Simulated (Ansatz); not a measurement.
In2Ag:
Space group I4/mcm (No. 140); a = 6.7624 Å, b = 6.7624 Å, c = 5.4854 Å, α = 90.00°, β = 90.00°, γ = 90.00°

| atom | site | symmetry | x | y | z |
|---|---|---|---|---|---|
| In | 8h | m.2m | 0.3450 | 0.1550 | 0.0000 |
| Ag | 4a | 422 | 0.0000 | 0.0000 | 0.2500 |
(The calculation used a cell of 6 atoms; values per cell refer to that cell.)

Relaxed at zero pressure with LDA in the plane-wave PAW code Ansatz.

Task: The volume is lowered by 6 % and shape and atoms relax at that volume. What pressure results, and how do the axes share the change?

Result: 5.6 GPa; a -2.1 %, b -2.1 %, c -1.9 %; the energy rises by 21 meV/atom.

Task: Give the new structure.

Result: 
Space group I4/mcm (No. 140); a = b = 6.6194 Å, c = 5.3813 Å, α = β = γ = 90.00°

```
atom  site  symmetry       x       y       z
----  ----  --------  ------  ------  ------
In      8h      m.2m  0.3456  0.1544  0.0000
Ag      4a       422  0.0000  0.0000  0.2500
```

The phase is kept; no other phase was compared at this pressure.

The first step of the workflow began from a Materials Project structure, measured or hypothetical; the Crystallography Open Database files this formula in space group No. 140, but the cells were not matched. Whether it is the stable phase at ambient conditions was not checked. Symmetry was held in the LDA relaxation; whether a distortion lowers the energy is not shown. No spin polarisation was allowed. Axis ratios of metals converge slowly with the k-mesh, so a and c are less sure than the volume.

Potentials: the later of the program's two PAW sets.
